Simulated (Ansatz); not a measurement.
BaF2 (fluorite, Fm-3m), plane-wave PAW PBE (Ansatz code). The conduction-band minimum lies at Γ, with 1 equivalent valley. Second derivatives d²E/dk² of the lowest band at one valley (eV·Å²), along Cartesian directions:

| direction | d²E/dk² |
|---|---|
| [100] | 15.49 |
| [010] | 15.49 |
| [001] | 15.49 |
| [110] | 15.49 |
| [101] | 15.49 |
| [011] | 15.49 |

Q: Find the principal effective masses, the density-of-states mass and the conductivity mass.

A: Off-diagonal terms follow from H_xy = H[110] − (H_xx + H_yy)/2, and m*/mₑ = 7.620 eV·Å² over each eigenvalue: 0.49, 0.49, 0.49. One valley's DOS mass (m₁m₂m₃)^(1/3) = 0.49, conductivity mass 3/(Σ 1/mᵢ) = 0.49 mₑ.

Q: What effective density of states Nc follows at 300 K for parabolic valleys?

A: Nc = 2.509e19 × 1 × (0.49)^(3/2) ≈ 8.6e18 cm⁻³.

Symmetry was held in the PBE relaxation. Spin–orbit coupling is left out wherever it is not named.

Potentials: the later of the program's two PAW sets.

Edges and masses are those of Kohn–Sham bands, whose gap is no quasiparticle gap.
